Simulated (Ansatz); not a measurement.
LiCl (rock salt) is sheared across one {100} plane: the third cell vector gains the shift, so faults repeat every 7.7 Å. The cut lies between planes 2.58 Å apart; the cell height is held.

```xyz
6
Lattice="3.6419 0.0000 0.0000 0.0000 3.6419 0.0000 1.8209 1.8209 7.7256" Properties=species:S:1:pos:R:3 pbc="T T T"
Cl     1.5174     1.5174     6.4380
Cl     1.5174     1.5174     1.2876
Cl     3.3384     3.3384     3.8628
Li     3.3384     3.3384     6.4380
Li     3.3384     3.3384     1.2876
Li     1.5174     1.5174     3.8628
```

In-plane vectors a = (3.642, 0.000) Å, b = (0.000, 3.642) Å, area 13.26 Å². The shift is s times the vector a + b (length 5.150 Å), so s = 1 restores the start. The shift is rigid: no atom relaxes. γ = [E(shift) − E(0)] / area.

All values below come from PBE (plane waves to 420 eV, PAW, scalar-relativistic; Ansatz, an electronic-structure program). k mesh 8×8×8 (Γ-centred), Fermi-Dirac smearing 0.05 eV. Energies are extrapolated to zero smearing. Compression counts positive. Faults lie only 7.7 Å apart, and holding the cell height and the atoms raises γ above its relaxed value. LiCl was relaxed with its symmetry unable to fall. γ is measured from zero shift.

### Question
Predict the γ (J/m²) and σ normal to the fault (GPa) at s = 0.083, 0.333, 0.500, 0.583, 0.750, 0.833.

### Answer
| s | γ (J/m²) | σ normal to the fault (GPa) |
|---|---|---|
| 0.083 | 0.08 | 0.3 |
| 0.333 | 1.34 | 8.7 |
| 0.500 | 2.05 | 14.8 |
| 0.583 | 1.84 | 12.9 |
| 0.750 | 0.78 | 4.4 |
| 0.833 | 0.34 | 1.6 |

(The slope of γ gives the shear force per area between the displaced halves; near zero shift its curvature is an elastic stiffness.)
